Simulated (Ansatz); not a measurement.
## What DFT gives for ZnNi

```
Ni Zn
1.0
     2.91344    0.00000    0.00000
     0.00000    2.91344    0.00000
     0.00000    0.00000    2.91344
Ni Zn
1 1
Direct
  0.00000 0.00000 0.00000
  0.50000 0.50000 0.50000
```

Level: PBEsol, spin-orbit coupling; 420 eV; 11×11×11 Γ-centred mesh; fermi-dirac occupations (width 0.1 eV); Ansatz 0.2.0, fixed geometry.

The state carries no moments; the state need not be the lowest.

- Charges: Bader charges in e: Zn +0.20, Ni -0.20. In the mean Zn gives up most and Ni takes most.
- Electronic structure: It is a metal, with about 1.2 states/eV a cell as the mean within 0.25 eV of the Fermi level, mostly Ni d (66 %) and Ni s (15 %).
- Stress: The pressure is -10.6 GPa (compression positive), so with the atoms held at these fractions the cell would first shrink.
- Formation energy: -0.23 eV an atom against the elements' usual phases (free molecules for gases, crystals otherwise, with no correction for O₂ or N₂), so it is bound against them; other compounds may still compete. Relaxing would lower it.

Origin: a database entry at a rescaled volume. Caveats: atoms or cell far from equilibrium; the SCF threshold is loose for a stress.
